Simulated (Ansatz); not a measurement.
Gd:
```xyz
3
Lattice="1.8252 1.0538 8.9043 -1.8252 1.0538 8.9043 0.0000 -2.1075 8.9043" Properties=species:S:1:pos:R:3 pbc="T T T"
Gd     0.0000     0.0000     0.0000
Gd     0.0000     0.0000     5.9560
Gd     0.0000     0.0000    20.7570
```
The run is spin-polarised; directions of the spins, atom by atom: ↑ ↑ ↑.

Relaxed with r²SCAN. Special points in fractions of this cell's reciprocal vectors: Γ (0.000, 0.000, 0.000); T (0.500, 0.500, 0.500); H2 (0.824, 0.176, 0.500); H0 (0.500, -0.176, 0.176); L (0.500, 0.000, 0.000); S0 (0.338, -0.338, 0.000); S2 (0.662, 0.000, 0.338); F (0.500, 0.000, 0.500).

Q: List the band energies nearest the Fermi level at these points for r²SCAN in the plane-wave PAW code Ansatz.

A: In eV from the Fermi level; about four levels below and three above (degenerate sets whole), none deeper than 8.9 eV; points with the same levels are listed once.

| k | below | above |
|---|---|---|
| Γ ↑ | -3.49 -3.39 -0.15 -0.14 | 1.04 1.04 1.13 |
| T ↑ | -5.66 -4.94 -4.83 -2.98 | 0.36 0.39 0.53 |
| H2 ↑ | -0.69 -0.56 -0.49 -0.10 | 0.21 2.07 2.53 |
| L ↑ | -1.94 -1.51 -1.29 -0.35 | 0.39 1.03 1.28 |
| S0 ↑ | -0.72 -0.54 -0.46 -0.14 | 0.20 2.08 2.53 |
| F ↑ | -2.04 -1.66 -0.76 -0.49 | 0.80 0.96 1.22 |
| Γ ↓ | -4.02 -1.83 -1.58 | 0.94 0.98 1.16 |
| T ↓ | -3.39 -3.19 -0.99 | 1.01 1.13 1.15 |
| H2 ↓ | -0.57 -0.28 -0.23 | 0.32 0.53 0.87 |
| L ↓ | -1.52 -1.04 -0.55 -0.17 | 0.61 1.11 1.17 |
| S0 ↓ | -0.57 -0.30 -0.22 | 0.34 0.56 0.83 |
| F ↓ | -1.34 -1.23 -0.88 | 0.33 0.94 1.03 |

Space group R-3m (9R (Sm type)). The workflow started from a Materials Project entry (that database holds measured and hypothetical structures alike); the Crystallography Open Database copy checked does not list it. It is not the phase usual at ambient conditions (space group No. 194). The cell was relaxed with r²SCAN under the symmetry of its start; its stability against distortions is not shown here. Magnetic state: ferromagnetic, the only order run, not a proven ground state. The 4f shell is in the valence, and the state reached may lie above the lowest one. Other orbital occupations within this spin state were not tried. No Hubbard U is applied. Scalar-relativistic: spin–orbit coupling is off unless named, which matters more the heavier the elements.

Potentials: the earlier of the program's two PAW sets. The files were generated under PBE; for other functionals the program regenerates the frozen cores, and for LDA and PBEsol the local potential too.
